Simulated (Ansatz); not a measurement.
**CdF2 in Ansatz, relaxation**

Run with:

```bash
ansatz run input.yaml --threads 2 --pin off --max-ram 3584MiB --backend cpu --events-out ev --progress --plain --runs-dir out
```

Input:

```yaml
crystal:
  lattice:
    - [0.0, 2.697103, 2.697103]
    - [2.697103, 0.0, 2.697103]
    - [2.697103, 2.697103, 0.0]
  atoms:
    - { symbol: Cd, position: [0.0, 0.0, 0.0] }
    - { symbol: F, position: [0.25, 0.25, 0.25] }
    - { symbol: F, position: [0.75, 0.75, 0.75] }
  symmetry: { tolerance: 0.0003 }
kpoints:
  mp_grid: { grid: [8, 8, 8], shift: [0, 0, 0] }
magnetization:
  spin_polarized: false
scf:
  occupations: { method: gaussian, width: 0.0233 }
  lower_state_search: "off"
hamiltonian:
  pseudopotentials: { kind: paw }
  xc: pbe
basis:
  ecutwfc: 420
  fft_grid_basis: typed
relax:
  max_steps: 60
  cell: { p_target: 0.0 }
  f_tol: 0.03
output:
  forces: true
  stress: true
  eigenvalues: true
  bader: true
  populations: true
  elf: true
  write_potential: true
  volumetric_format: npy
  dos:
    e_range: [-12, 8]
    de: 0.05
    projected: { site_lists: { Cd: [Cd], F: [F] } }
checkpoint:
  read: saved_state
```

Origin of the cell: a database entry, scaled a little.

The saved state is a converged single point of the same cell.

Steps («new basis» is an SCF on plane waves selected anew at the same cell):

```tsv
step	ΔF (meV/atom)	max force component (eV/Å)	P (GPa)	volume (Å³)	SCF iterations	step was
1	0.0	0.000	5.05	39.24	6	accepted
2	-6.5	0.000	0.04	40.98	6	accepted
3	-9.7	0.000	0.45	40.98	6	new basis
4	-9.6	0.000	0.06	41.14	5	accepted
5	-9.6	0.000	0.00	41.17	5	accepted
6	-9.8	0.000	0.02	41.17	6	new basis
```

Step 1, with forces in eV/Å:

```xyz
3
Lattice="0.000 2.697 2.697 2.697 0.000 2.697 2.697 2.697 0.000" Properties=species:S:1:pos:R:3:forces:R:3 pbc="T T T" step=1
Cd    0.000    0.000    0.000    0.000    0.000    0.000
F     1.349    1.349    1.349    0.000    0.000    0.000
F     4.046    4.046    4.046    0.000    0.000    0.000
```

Step 3, with forces in eV/Å:

```xyz
3
Lattice="0.000 2.736 2.736 2.736 0.000 2.736 2.736 2.736 0.000" Properties=species:S:1:pos:R:3:forces:R:3 pbc="T T T" step=3
Cd    0.000    0.000    0.000    0.000    0.000    0.000
F     1.368    1.368    1.368    0.000    0.000    0.000
F     4.105    4.105    4.105    0.000    0.000    0.000
```

Step 6, with forces in eV/Å:

```xyz
3
Lattice="0.000 2.741 2.741 2.741 0.000 2.741 2.741 2.741 0.000" Properties=species:S:1:pos:R:3:forces:R:3 pbc="T T T" step=6
Cd    0.000    0.000    0.000    0.000    0.000    0.000
F     1.370    1.370    1.370    0.000    0.000    0.000
F     4.111    4.111    4.111    0.000    0.000    0.000
```

- Free energy lowered by: 9.8 meV/atom
- Volume change: 4.92 %
- Final pressure: 0.02 GPa
- Relaxation steps listed: 6
- Formation energy (elements under the same functional, gases as molecules, uncorrected): -2.177 eV/atom

Caveats: the relaxation held the start's symmetry, so the end may be a saddle point.

The run took 12 s of wall time on 2 CPU thread(s) of a shared host, from a saved density.
